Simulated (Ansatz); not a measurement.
Ge₂Os in space group Fddd (No. 70; Ge on 16f, Os on 8a), DFT-PBEsol in the program Ansatz with PAW potentials, all energies at zero smearing, with the estimated change up to a 700 eV cutoff added, with one set of potentials and settings (totals compare only within such a set). Cell of 6 atoms (4 Ge, 2 Os): -39516.529 eV.

| element | reference phase | E (eV/atom) |
|---|---|---|
| Ge | Fd-3m, 2 atoms in the cell | -4253.5039 |
| Os | P6_3/mmc, 2 atoms in the cell | -11252.3295 |

Formation energy per atom, worked out: (-39516.529 − 4×(-4253.5039) − 2×(-11252.3295))/6 = 0.358 eV/atom (35 kJ per mol of atoms), at 0 K, without zero-point energy or fitted corrections.

The cell is a constructed one: a structure type filled with these elements; neither database checked (COD, Materials Project) lists it. Whether it is the stable phase at ambient conditions was not checked. The cell was relaxed with PBEsol under the symmetry of its start; whether a distortion lowers the energy is not shown. The run is not spin-polarised. The references are the lowest solids computed at this level, not always the standard phases. Spin–orbit coupling is left out wherever it is not named.

Potentials: the earlier of the program's two PAW sets. The files were generated under PBE; for other functionals the program regenerates the frozen cores, and for LDA and PBEsol the local potential too.
